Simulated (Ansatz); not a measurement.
Level of theory: DFT PBE, scalar-relativistic, plane waves, PAW in Ansatz. Settings: cutoff 420 eV, Γ-centred meshes spaced at most about 0.3 Å⁻¹, and about 0.25 Å⁻¹ or finer for metals (2π included), Gaussian smearing. No spin polarisation in the final relaxations.

Temperature and zero-point effects are left out.

Two forms of In4SbAs3 were relaxed alike.

A. Space group P-4m2 (No. 115), tetragonal, a = 4.456 Å, c = 12.590 Å. In on its first site has 4 As at 2.69–2.70 Å; around In on its second site lie 2 As at 2.70 Å and 2 Sb at 2.83 Å; Sb is surrounded by 4 In at 2.83 Å; As on a site of symmetry 2mm is surrounded by 4 In at 2.70 Å; As on a site of symmetry -4m2 is surrounded by 4 In at 2.69 Å.

B. Space group P-43m (No. 215), cubic, a = 6.302 Å. In has 3 As at 2.70 Å and 1 Sb at 2.82 Å; Sb has 4 In at 2.82 Å; around As lie 4 In at 2.70 Å.

Task: Which arrangement of the elements on these sites is preferred, and by what margin?

Result: They are level within the accuracy (2 meV/atom apart, with A the lower in these runs). The two share one framework of sites and differ in which element sits where. A has Sb and As ordered on zinc blende sites, space group P-4m2 (No. 115), 31.3 Å³/atom and no gap on its mesh; B has Sb and As ordered on zinc blende sites, space group P-43m (No. 215), 31.3 Å³/atom and no gap. Counting As or Sb atoms around In (for each partner element, those within 1.25 times its shortest distance or 1.15 times the sum of covalent radii, where it is the nearest in units of that sum or under 1.3), A and B both have In 4. Both come from invented guesses.

These runs have no spin–orbit coupling, which can matter for Sb. The zero gap of P-4m2, P-43m may come from the functional, which often closes small gaps. Cells relaxed within their symmetry can be saddle points.
